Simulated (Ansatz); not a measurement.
The elements of this relaxed trial crystal are hidden behind letters.

```
lattice vectors (Å)
  -2.1057    2.1057    4.1590
   2.1057   -2.1057    4.1590
   2.1057    2.1057   -4.1590
fractional positions
X 0.5000 0.5000 0.0000
Z 0.8746 0.8746 0.0000
Z 0.1254 0.1254 0.0000
Z 0.0000 0.0000 0.0000
```

The calculation used DFT PBE, scalar-relativistic, plane waves, PAW in Ansatz 0.2.0. The final run on the 4-atom cell used 420 eV, a Γ-centred 10×10×10 mesh, 0.02 eV smearing and no spin polarisation.

| Quantity | Value |
| --- | --- |
| Space group | I4/mmm (No. 139) |
| Conventional cell | a = 4.211 Å, c = 8.318 Å |
| Volume per atom | 18.44 Å³ |
| Density | 3.06 g/cm³ |
| Energy over the elements | −0.024 eV/atom |
| Gap on the 10×10×10 mesh of the 4-atom cell | 2.33 eV |

Energies are uncorrected and count from the elements' standard states at the same level.

Q: X is an s-block element of period 6 and Z is an s-block element of period 1. Which elements are they?

A: X = Cs, Z = H, so the formula is CsH3. Density times volume gives a mean mass of 3.06 × 18.44/1.6605 = 34.0 u per atom, and this set has 34.0 u. Among the elements that the hints allow, noble gases aside, only these give it. Around Cs lie 14 H at 2.98–3.16 Å; H on a site of symmetry 4mm has 1 H at 1.04 Å, 1 H at 2.09 Å and 5 Cs at 3.12–3.16 Å; around H on a site of symmetry 4/mmm lie 2 H at 1.04 Å and 4 Cs at 2.98 Å.

Kohn–Sham gaps at this level usually fall short of measured ones. A later test with randomly moved atoms led to a structure 26 meV/atom lower, so this end is a saddle point or a shallow minimum.
